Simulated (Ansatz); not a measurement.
AlNi:
```
CELL_PARAMETERS angstrom
      2.86297     0.00000     0.00000
      0.00000     2.86297     0.00000
      0.00000     0.00000     2.86403
ATOMIC_POSITIONS crystal
  Al 0.00000 0.00000 0.00000
  Ni 0.50000 0.50000 0.50000
```

Relaxed with r²SCAN. Special points in fractions of this cell's reciprocal vectors: Γ (0.000, 0.000, 0.000); X (0.000, 0.500, 0.000); M (0.500, 0.500, 0.000); Z (0.000, 0.000, 0.500); R (0.000, 0.500, 0.500); A (0.500, 0.500, 0.500).

### Question
List the band energies nearest the Fermi level at these points for plane-wave PAW r²SCAN (Ansatz code).

### Answer
In eV from the Fermi level; about four levels below and three above (degenerate sets whole), none deeper than 8.9 eV; points with the same levels are listed once.

| k | below | above |
|---|---|---|
| Γ | -3.42 -3.42 -1.60 -1.60 -1.60 | 5.96 5.98 5.98 |
| X | -2.36 -2.36 -1.51 -0.62 | 8.65 10.62 10.63 |
| M | -3.16 -3.16 -2.18 -2.18 -1.01 | 1.64 2.84 13.50 |
| Z | -2.36 -2.36 -1.51 -0.62 | 8.65 10.63 10.63 |
| R | -3.16 -3.16 -2.18 -2.18 -1.01 | 1.63 2.84 13.51 |
| A | -4.37 -4.37 -4.37 -0.98 -0.98 | 2.01 2.01 2.01 |

Space group Pm-3m (CsCl type). The r²SCAN relaxation kept the symmetry of its start; of distortions, only those at the zone centre were tested. The run is not spin-polarised. Point labels and valley counts follow the cell and symmetry of the run, lower than the named group.

Potentials: the later of the program's two PAW sets.
